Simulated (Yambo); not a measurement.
SiO2 (space group Imma, No. 74): one transition space (4×4×4 mesh, 16 valence and 8 conduction bands, Tamm-Dancoff) with different kernels in Yambo, on PBEsol orbitals; field along x. BSE alone uses the static screening with 114 bands and a 3 Ry block; its scissor and those of RPA and TDDFT come from G0W0, that of the TDHF-type run from bare exchange. Axes are Cartesian, with cell vectors (Å) (-2.62, 4.78, 4.44), (2.62, -4.78, 4.44), (2.62, 4.78, -4.44).

```csv
kernel,scissor (eV),direct gap with it (eV),lowest state (eV),rough cost
BSE (screened electron-hole attraction),2.98,8.58,7.16 (weak),1 (with the screening)
RPA (no attraction),2.98,8.58,8.58 (dark),about 1/6
"TDHF-type (unscreened attraction, exchange-only scissor)",9.57,15.17,11.10 (dark),about 1/4
```

Costs are rough.

RPA leaves the lowest state at the direct gap: no bound exciton. These are vertical excitations (zero momentum). Spin singlets only. Strong means a line over 3 % of the spectrum's maximum, dark under 0.03 %. Absolute energies carry the error of the G0W0 scissor, whose convergence isn't established; the long-wavelength screening was taken along (1,1,1) although the crystal is anisotropic. Convergence of the binding with the mesh was not shown.

Geometry of the Materials Project entry, not relaxed at this level; primitive cell a = b = c = 7.030 Å, α = 136.18°, β = 94.40°, γ = 101.64°.

This is not the ordinary phase of the substance; no match was found in the copy of COD used, and its stability was not checked.
